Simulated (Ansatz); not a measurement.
Y2AlN3, ordered on the rocksalt lattice (I4/mmm) with 6 atoms a cell at its r2SCAN geometry, run in the PAW code Ansatz at 3 levels of theory. All values are calculated for a non-magnetic cell, which may be hypothetical.

The PBE+SOC input:
```yaml
crystal:
  lattice:
    - [-1.6896008113, 1.6896008113, 6.843931864]
    - [1.6896008113, -1.6896008113, 6.843931864]
    - [1.6896008113, 1.6896008113, -6.843931864]
  atoms:
    - { symbol: "Y", position: [0.8417428716, 0.8417428716, 0.0] }
    - { symbol: "N", position: [0.6502634403, 0.6502634403, 0.0] }
    - { symbol: "Y", position: [0.1582571284, 0.1582571284, 0.0] }
    - { symbol: "N", position: [0.0, 0.0, 0.0] }
    - { symbol: Al, position: [0.5, 0.5, 0.0] }
    - { symbol: "N", position: [0.3497365597, 0.3497365597, 0.0] }
kpoints:
  mp_grid: { grid: [10, 10, 10] }
  band_path:
    path:
      - [0.0, 0.0, 0.0]
      - [0.0, 0.0, 0.5]
      - [0.25, 0.25, 0.25]
      - [0.0, 0.5, 0.0]
      - [0.5, 0.5, -0.5]
      - [0.265236909, 0.734763091, -0.265236909]
      - [-0.265236909, 0.265236909, 0.265236909]
      - [-0.0304738179, 0.0304738179, 0.5]
      - [0.5, 0.5, -0.0304738179]
    npoints: 1
hamiltonian:
  xc: pbe
scf:
  occupations: { method: fermi_dirac, width: 0.02 }
  n_extra_bands: 10
magnetization:
  noncollinear: true
  spin_orbit: true
output:
  forces: true
  stress: true
  eigenvalues: true
```

Main results, then, where recorded, the levels near the gap in eV from the Fermi energy (columns number the bands from 0), one row a point of the path (Γ, X, P, N, M, S, S₀, R, G):
```
Crystal: 6 atoms, lattice volume = 78.151 Å³
Symmetry: 16 space group operations + 16 with time reversal
Magnetic group: BNS 139.532 (UNI 1192)
```
```
Basis set: ecut = 420 eV, 1515 PW (Γ), FFT grids on a1+a3, a2+a3, a3
Bands: 50, of which v1, the nominal top of the filled ones, is band 40 counted from 1 (39 counted from 0)
k-points: 102 of 1000
Free energy (F): -9395.848594 eV
Fermi energy:    11.551581 eV
--- Forces (eV/Å), atoms counted from 1 ---
  atom   1  Y       0.00000      0.00000    -0.03903
  atom   2  N       0.00000      0.00000      0.10455
  atom   3  Y       0.00000      0.00000      0.03903
  atom   4  N       0.00000      0.00000      0.00000
  atom   5  Al      0.00000      0.00000      0.00000
  atom   6  N       0.00000      0.00000    -0.10455
--- Stress (GPa, compression-positive) ---
        1.787515       0.000000       0.000000
        0.000000       1.787515       0.000000
        0.000000       0.000000       2.677575
  P = ⅓ Tr σ = 2.0842 GPa (20.842 kbar)
```
```tsv
band_34	band_35	band_36	band_37	band_38	band_39	band_40	band_41	band_42	band_43	band_44	band_45
-0.418	-0.418	-0.272	-0.272	-0.242	-0.242	0.412	0.412	1.403	1.403	2.029	2.029
-1.390	-1.390	-1.113	-1.113	-0.681	-0.681	0.587	0.587	2.285	2.285	3.400	3.400
-1.336	-1.336	-1.100	-1.100	-1.025	-1.025	1.359	1.359	1.372	1.372	3.539	3.539
-2.119	-2.119	-1.317	-1.317	-1.011	-1.011	3.629	3.629	3.973	3.973	4.911	4.911
-0.685	-0.685	-0.537	-0.537	-0.475	-0.475	0.244	0.244	1.739	1.739	2.635	2.635
-1.595	-1.595	-1.478	-1.478	-1.333	-1.333	3.235	3.235	4.498	4.498	4.845	4.845
-1.595	-1.595	-1.478	-1.478	-1.333	-1.333	3.235	3.235	4.498	4.498	4.845	4.845
-1.395	-1.395	-1.139	-1.139	-0.757	-0.757	0.679	0.679	2.299	2.299	3.420	3.420
-1.395	-1.395	-1.139	-1.139	-0.757	-0.757	0.679	0.679	2.299	2.299	3.420	3.420
```

The PBE+SOC gap is indirect, 0.49 eV (Γ to M), below the direct gap of 0.65 eV at Γ.

r2SCAN. Against the first input these blocks differ (the band path and keys that only write files left aside):
```yaml
hamiltonian:
  xc: r2scan
scf:
  occupations: { method: fixed }
  n_extra_bands: 5
```
(magnetization left out)

```
Basis set: ecut = 500 eV, 1989 PW (Γ), FFT grids on a1+a3, a2+a3, a3
Bands: 25, of which v1, the nominal top of the filled ones, is band 20 counted from 1 (19 counted from 0)
k-points: 102 of 1000
Free energy (F): -9423.218054 eV
Fermi energy:    11.147148 eV
--- Forces (eV/Å), atoms counted from 1 ---
  atom   1  Y       0.00000      0.00000    -0.00005
  atom   2  N       0.00000      0.00000    -0.00063
  atom   3  Y       0.00000      0.00000      0.00005
  atom   4  N       0.00000      0.00000      0.00000
  atom   5  Al      0.00000      0.00000      0.00000
  atom   6  N       0.00000      0.00000      0.00063
--- Stress (GPa, compression-positive) ---
       -0.007092       0.000000       0.000000
        0.000000      -0.007092       0.000000
        0.000000       0.000000       0.006335
  P = ⅓ Tr σ = -0.0026 GPa (-0.026 kbar)
```
```tsv
band_17	band_18	band_19	band_20	band_21	band_22
-0.166	0.000	0.000	1.073	2.099	2.871
-1.102	-0.906	-0.441	1.259	2.947	4.302
-1.100	-0.791	-0.791	2.012	2.012	4.442
-1.909	-1.082	-0.768	4.438	4.782	5.746
-0.474	-0.249	-0.249	0.907	2.427	3.447
-1.380	-1.228	-1.099	4.042	5.274	5.709
-1.380	-1.228	-1.099	4.042	5.274	5.709
-1.106	-0.930	-0.517	1.348	2.961	4.321
-1.106	-0.930	-0.517	1.348	2.961	4.321
```

r2SCAN gives an indirect gap of 0.91 eV, from Γ to M; the least direct gap is 1.07 eV at Γ. The mean stress is close to zero (0.00 GPa).

PBE0. Against the first input these blocks differ (the band path and keys that only write files left aside):
```yaml
kpoints:
  mp_grid: { grid: [6, 6, 6] }
hamiltonian:
  xc: pbe0
scf:
  occupations: { method: fixed }
  n_extra_bands: 5
```
(magnetization left out)

```
Basis set: ecut = 420 eV, 1515 PW (Γ), FFT grids on a1+a3, a2+a3, a3
Bands: 25, of which v1, the nominal top of the filled ones, is band 20 counted from 1 (19 counted from 0)
k-points: 30 of 216
Exchange kernel: α = 0.2500, full range, Wigner–Seitz truncation, v(0) = 21374.8337 eV·Å³, q-mesh 6×6×6
hybrid outer 1: dexx = +3.285e-2 eV, tail = 3.71e-5 eV
hybrid outer 2: dexx = +1.409e-6 eV, tail = 1.64e-8 eV, Δε = 1.62e-3 eV, ΔF = 4.65e-3 eV/Å
Free energy (F): -9399.567283 eV
Fermi energy:    10.285941 eV
--- Forces (eV/Å), atoms counted from 1 ---
  atom   1  Y       0.00000      0.00000      0.16391
  atom   2  N       0.00000      0.00000      0.07538
  atom   3  Y       0.00000      0.00000    -0.16391
  atom   4  N       0.00000      0.00000      0.00000
  atom   5  Al      0.00000      0.00000      0.00000
  atom   6  N       0.00000      0.00000    -0.07538
--- Stress (GPa, compression-positive) ---
       -1.598414       0.000000       0.000000
        0.000000      -1.598414       0.000000
        0.000000       0.000000      -1.716037
  P = ⅓ Tr σ = -1.6376 GPa (-16.376 kbar)
```
```tsv
band_17	band_18	band_19	band_20	band_21	band_22
-0.261	0.000	0.000	2.324	3.415	4.042
-1.329	-1.117	-0.540	2.520	4.353	5.598
-1.354	-0.925	-0.925	3.317	3.317	5.737
-2.141	-1.042	-0.880	5.722	6.196	7.261
-0.558	-0.295	-0.295	2.135	3.801	4.740
-1.666	-1.272	-1.060	5.321	6.789	7.152
-1.666	-1.272	-1.060	5.321	6.789	7.152
-1.332	-1.145	-0.621	2.614	4.368	5.619
-1.332	-1.145	-0.621	2.614	4.368	5.619
```

PBE0 gives an indirect gap of 2.14 eV, from Γ to M; the least direct gap is 2.32 eV at Γ. With the atoms held, the mean pressure is -1.6 GPa (compression positive). The stress of a hybrid is loosely converged here.

Small level splittings and stresses of the hybrids carry the error of their coarser meshes.

Totals of different functionals, or with and without spin-orbit coupling, can't be compared.

Only the levels marked +SOC include spin-orbit coupling.
